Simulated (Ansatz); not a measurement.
An acoustic mirror alternates quarter-wave layers of high and low impedance; the larger the ratio, the fewer layers.

The yardstick is α-quartz SiO2. Each row is paired with the reference. Frequency 5 GHz, 2 pairs, polycrystalline averages.

Computed with Ansatz, a plane-wave PAW program. density: r²SCAN, relaxed cell; longitudinal speed: r²SCAN, elastic tensor, Hill average. The D4 dispersion term is added in values of the rows Ge (Fd-3m, cF136).

Runs started from generated or typed cells of the structure named: hcp Be; bcc Fe. No claim is made that these are known or stable phases: Ge (Fd-3m, cF136). Over 15 meV/atom above the lowest phase of their formula at hand: Ge (Fd-3m, cF136) (58 meV/atom, r²SCAN+D4). Magnetic states: bcc Fe ferromagnetic, the lowest of the collinear orders tried. Functionals of the SCAN family are commonly reported to give itinerant 3d magnets too large moments and volumes. Spin–orbit coupling is left out unless named.

Working rules: Z = ρ v_l; layer = v_l/4f; ratio = larger Z over smaller Z; isolation ≈ 20 × 2 × log₁₀(ratio), up to a constant set by the substrate.

| crystal | density (g/cm³) | v_l (km/s) | impedance (MRayl) | quarter wave (nm) | impedance ratio | isolation (dB) |
|---|---|---|---|---|---|---|
| α-quartz SiO2, reference | 2.64 | 6.07 | 16.02 | 304 | 1.000 | 0 |
| hcp Be | 1.89 | 13.57 | 25.65 | 679 | 2.722 | 17 |
| CdF2 (fluorite) | 6.39 | 4.99 | 31.89 | 250 | 1.991 | 12 |
| bcc Fe | 7.88 | 5.75 | 45.31 | 288 | 2.828 | 18 |
| Ge (Fd-3m, cF136) | 4.67 | 5.11 | 23.86 | 256 | 1.489 | 7 |

**Question.** A slip was made in one value of «impedance ratio» and carried on. Locate it and redo the row.

**Answer.** The row of hcp Be shows 2.722. From its own inputs, impedance ratio: larger of 25.65/16.02 and its inverse = 1.601. Carried on: isolation: 20 × 2 × log₁₀(1.601) = 8 dB. The other rows agree with the rules.

With the correction: By impedance ratio (highest first): bcc Fe (2.828 ± 0.089), CdF2 (1.991 ± 0.063), hcp Be (1.601 ± 0.051), Ge (Fd-3m, cF136) (1.489 ± 0.047). The ± follows from allowances picked for this note (density 1 %, longitudinal speed 3 %), carried to first order and added in quadrature, each row's own inputs moving alone; ≈ joins neighbours closer than their two ± added in quadrature.

Sputtered films are textured or amorphous and softer than these crystals; shear waves need a mirror of their own. Where several phases of a formula are at hand, those over 0.1 eV/atom above the lowest were not drawn (by r²SCAN where it compared them, else by the largest value; a layered or molecular lowest phase counts only with a dispersion term); other phases could lie lower still. Rows are a sample by related chemistry or structure, familiar materials first, kept where one row at least reaches a ratio of 2.5. Limits of the draw: impedance over 8 MRayl; for moduli and speeds, an anisotropy index under 2.5, no layered crystals; no unfamiliar magnets, and cubic perovskites only if shown or known to be stable. As a rule kept out of such tables: 4f compounds, open-shell compounds run without a Hubbard term, cells found unstable in the tests at hand, cells close to a higher symmetry, and runs set to a pressure or over 12 % in volume from the crystal's fullest run.
